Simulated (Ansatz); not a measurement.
## Does relaxation matter for the field gradients of SiC with Bi replacing Si?

Start: a supercell of SiC (zinc blende type, F-43m) built from a COD entry, with all atoms left at the host's positions.

Space group F-43m (No. 216); a = 13.0740 Å.

| site | Wyckoff | site symmetry | x | y | z |
| --- | --- | --- | --- | --- | --- |
| Bi | 4a | -43m | 0.0000 | 0.0000 | 0.0000 |
| Si2 | 48h | ..m | 0.1667 | 0.0000 | 0.1667 |
| Si5 | 16e | .3m | 0.3333 | 0.8333 | 0.1667 |
| Si9 | 16e | .3m | 0.6667 | 0.6667 | 0.3333 |
| Si15 | 24f | 2.mm | 0.5000 | 0.6667 | 0.5000 |
| C28 | 16e | .3m | 0.0833 | 0.9167 | 0.0833 |
| C29 | 24g | 2.mm | 0.2500 | 0.9167 | 0.2500 |
| C33 | 48h | ..m | 0.5833 | 0.7500 | 0.4167 |
| C41 | 16e | .3m | 0.4167 | 0.5833 | 0.4167 |
| C54 | 4c | -43m | 0.7500 | 0.2500 | 0.7500 |

One atom of each set is listed; the run and its k-mesh use a cell of 54 atoms with edges of 9.24, 9.24, 9.24 Å.

Computed with Ansatz: DFT, PBE, plane waves and PAW, scalar-relativistic, collinear spin, 420 eV cutoff, Γ-centred 3×3×3 k-points, Fermi–Dirac smearing 0.01 eV. Start moments as typed (μB): 1 on each Bi, none on the rest.

The largest force at the start is 8.2 eV/Å. Relaxing the ions at fixed cell moves them by 0.239 Å at most (atom 28, C) and 0.070 Å rms.

```
site  moved (Å)              first shell before               first shell after  V_zz before (10²¹ V/m²)  η before
  Bi      0.000                   4 C at 1.89 Å                   4 C at 2.13 Å                     0.00         –
 Si2      0.055                   4 C at 1.89 Å              4 C at 1.85–1.88 Å                     0.77      0.22
 Si5      0.003                   4 C at 1.89 Å                   4 C at 1.88 Å                    -0.10      0.00
 Si9      0.001                   4 C at 1.89 Å                   4 C at 1.89 Å                    -0.21      0.00
Si15      0.005                   4 C at 1.89 Å              4 C at 1.88–1.89 Å                     0.17      0.86
 C28      0.239  1 Bi at 1.89 Å, 3 Si at 1.89 Å  3 Si at 1.87 Å, 1 Bi at 2.13 Å                     1.26      0.00
 C29      0.008                  4 Si at 1.89 Å             4 Si at 1.85–1.88 Å                     0.17      0.42
 C33      0.003                  4 Si at 1.89 Å             4 Si at 1.88–1.89 Å                     0.20      0.66
 C41      0.000                  4 Si at 1.89 Å                  4 Si at 1.88 Å                   -0.036      0.00
```

**Question.** How do the gradients change?

**Answer.** 

```json
{"site": "Bi", "V_zz after": "0.00", "η after": "–", "change of V_zz": "0.00"}
{"site": "Si2", "V_zz after": "-1.10", "η after": "0.33", "change of V_zz": "–"}
{"site": "Si5", "V_zz after": "-0.18", "η after": "0.00", "change of V_zz": "-0.08"}
{"site": "Si9", "V_zz after": "-0.26", "η after": "0.00", "change of V_zz": "-0.05"}
{"site": "Si15", "V_zz after": "0.19", "η after": "0.86", "change of V_zz": "+0.02"}
{"site": "C28", "V_zz after": "2.61", "η after": "0.00", "change of V_zz": "+1.35"}
{"site": "C29", "V_zz after": "-0.58", "η after": "0.19", "change of V_zz": "-0.75"}
{"site": "C33", "V_zz after": "-0.12", "η after": "0.47", "change of V_zz": "–"}
{"site": "C41", "V_zz after": "0.008", "η after": "0.00", "change of V_zz": "+0.04"}
```

The largest change of V_zz along a kept axis is on C28, from 1.26 to 2.61. On C29 V_xx and V_yy change places (or their axes turn by over 50°), so the two values of η hide a larger change. V_zz changes sign on C29 (same axis). On Si2, C33 the largest principal value lies along another axis in the second run, so the two V_zz can't be compared directly. Other sites without a gradient aren't listed.

The defect repeats with the cell of 54 atoms, so it feels its images: sites between two images don't show the values beside a lone defect, and zeros or small values of η there can come from the images' arrangement. The defect cell has no gap above 0.1 eV on its mesh, so the values can hang on the smearing and the k-mesh. Without spin–orbit coupling the gradients at and beside Bi can be off by some per cent, at some sites by more. The run lost most of its start moments on Bi; a state with other moments may lie lower.
Before: The cell keeps the host's lattice, where the PBE pressure is 10 GPa. The neighbours have not yet relaxed around the defect (largest force 8.2 eV/Å), so the values at and beside it are those of a strained start, not of the defect in a real crystal.
After: The relaxation keeps the site symmetry -43m of the start, so the impurity can't leave its site; a distortion that would localise the partly filled state isn't explored. The cell keeps the host's lattice, where the PBE pressure is 8 GPa.
